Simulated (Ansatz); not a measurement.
**Notes on LuBRh₃**

```
Rh Lu B
1.0
     4.16439    0.00000    0.00000
     0.00000    4.16439    0.00000
     0.00000    0.00000    4.16439
Rh Lu B
3 1 1
Direct
  0.00000 0.50000 0.50000
  0.50000 0.00000 0.50000
  0.50000 0.50000 0.00000
  0.00000 0.00000 0.00000
  0.50000 0.50000 0.50000
```

Method: r2SCAN, no spin polarisation; PAW, plane waves to 500 eV, 8×8×8 Γ-centred mesh, fermi-dirac occupations (width 0.1 eV) (Ansatz 0.2.0), atoms fixed.

- Stress: The pressure is -3.1 GPa (compression positive), so with the atoms held at these fractions the cell would first shrink.
- Formation energy: -0.86 eV an atom against the elements' usual phases (free molecules for gases, crystals otherwise, with no correction for O₂ or N₂), so it is bound against them; other compounds may still compete. Relaxing would lower it.
- Electronic structure: It is a metal, with about 3.3 states/eV a cell as the mean within 0.25 eV of the Fermi level, mostly Rh d (95 %).
- Charges: Bader charges in e: Lu +1.72, B -0.05, Rh -0.56. In the mean Lu gives up most and Rh takes most.

Origin: a database entry at a rescaled volume. Caveats: many states at the Fermi level without spin polarisation, so a magnetic state may lie lower.
